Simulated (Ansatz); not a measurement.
Mechanical response of Re (Fm-3m)

```xyz
1
Lattice="0.0000 1.9405 1.9405 1.9405 0.0000 1.9405 1.9405 1.9405 0.0000" Properties=species:S:1:pos:R:3 pbc="T T T"
Re    0.0000    0.0000    0.0000
```

Conventional cell: a = 3.881 Å, b = 3.881 Å, c = 3.881 Å, α = 90.00°, β = 90.00°, γ = 90.00°. Re (atom 1) has 12 Re at 2.74 Å as nearest neighbours.

Unless marked otherwise, the numbers come from PBEsol, all-electron LAPW in Ansatz 0.2.0, scalar-relativistic. k mesh 18×18×18, Fermi-Dirac smearing of 0.100 eV, basis error target 1 meV/atom. The cell was relaxed by PAW under this functional, which moved its volume by -5 % from the database entry's. This phase needn't be the one found at ambient conditions.

The cell is cubic and carries a residual pressure of 0.08 GPa at this level. Each strain component that symmetry leaves independent is applied at ±0.003, the ions relax wherever a strain frees them, and the stress (tension positive, GPa) is read. Shears are engineering strains, γ = 2ε.

```json
{"strain": "xx", "size": "-0.003", "σxx": "-1.8304", "σyy": "-0.9717", "σzz": "-0.9717", "σyz": "0.0000", "σxz": "0.0000", "σxy": "0.0000"}
{"strain": "xx", "size": "+0.003", "σxx": "1.6366", "σyy": "0.7826", "σzz": "0.7826", "σyz": "0.0000", "σxz": "0.0000", "σxy": "0.0000"}
{"strain": "yz", "size": "-0.003", "σxx": "-0.0866", "σyy": "-0.0892", "σzz": "-0.0892", "σyz": "-0.6762", "σxz": "0.0000", "σxy": "0.0000"}
{"strain": "yz", "size": "+0.003", "σxx": "-0.0866", "σyy": "-0.0892", "σzz": "-0.0892", "σyz": "0.6762", "σxz": "0.0000", "σxy": "0.0000"}
```

A central difference gives one constant, for example C11 ≈ (1.6366 − (-1.8304))/(0.006) = 577.8 GPa; the program then imposes the crystal's symmetry on the whole matrix.

Question: What are the independent elastic constants?

Answer: C11 = 577.8, C12 = 292.4, C44 = 225.4 GPa.

Question: Do they meet the Born conditions?

Answer: C11 − C12 = 285.5, C11 + 2C12 = 1162.6 and C44 = 225.4 GPa must all be positive, so the crystal is elastically stable; that says nothing yet of its phonons.

Question: What moduli does a random aggregate of grains have?

Answer: B = (C11 + 2C12)/3 = 387.5 GPa. G_V = (C11 − C12 + 3C44)/5 = 192.3 and G_R = 5(C11 − C12)C44/(4C44 + 3(C11 − C12)) = 183.0, so G_H = 187.7 GPa. Then E = 9BG/(3B + G) = 484.7 GPa, ν = (3B − 2G)/(6B + 2G) = 0.292 and B/G = 2.07, on the ductile side of Pugh's 1.75 (a rule of thumb).

Question: With the density of 21.159 g/cm³, how fast does sound travel, and what Debye temperature follows?

Answer: 

```csv
direction,slow (m/s),middle (m/s),fast (m/s)
[100],3264,3264,5226
[110],2597,3264,5587
[111],2837,2837,5702
```

The mean of v⁻³ over directions and branches gives v_m = 3311 m/s and θ_D = (ħ/k_B) v_m (6π²n)^(1/3) = 403 K, n being atoms per volume. Young's modulus spans 381 to 566 GPa over directions, and the universal anisotropy index is 0.25.

Question: How far do the constants move if PAW replaces LAPW in the same cell?

Answer: 

```tsv
constant	LAPW (GPa)	PAW (GPa)	difference
C11	577.8	578.7	0.9
C12	292.4	293.3	0.9
C44	225.4	225.3	-0.1
```

Keep in mind: responses of metals move with mesh and smearing; no spin-orbit coupling on heavy atoms; the frozen-core PAW files of the compared runs were fitted under PBE, their cores solved anew for this functional.
